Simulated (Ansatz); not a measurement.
Given:

Zn2SeS:
```
Zn2SeS
1.0
    1.95384     1.12805     6.38688
   -1.95384     1.12805     6.38688
    0.00000    -2.25610     6.38688
Zn Se S
2 1 1
Cartesian
  0.00000   0.00000   0.07230
  0.00000   0.00000   9.51095
  0.00000   0.00000  11.96460
  0.00000   0.00000   2.40244
```

This is the r²SCAN-relaxed structure. Tensor components refer to the Cartesian frame of this cell.

Problem. All from the program Ansatz at the r²SCAN level (PAW), unless another level is named. Give the Debye temperature from the elastic constants.

Solution. 315 K.

Problem. Predict the piezoelectric stress constants (proper, relaxed ions, C/m²).

Solution. e15 = e24 = -0.03, e16 = e21 = 0.04, e22 = -0.04, e33 = 0.08.

Problem. Predict the elastic constants (relaxed ions, GPa).

Solution. C11 = 123, C12 = 49.0, C13 = 41.1, C14 = -11.9, C33 = 133, C44 = 28.3.

Space group R3m. The workflow started from a Materials Project entry (that database holds measured and hypothetical structures alike); the Crystallography Open Database copy checked does not list it. Whether it is the stable phase at ambient conditions was not checked. The r²SCAN relaxation kept the symmetry of its start; whether a distortion lowers the energy is not shown. Signs of piezoelectric constants follow the polarity of the cell as given.

Potentials: the later of the program's two PAW sets.
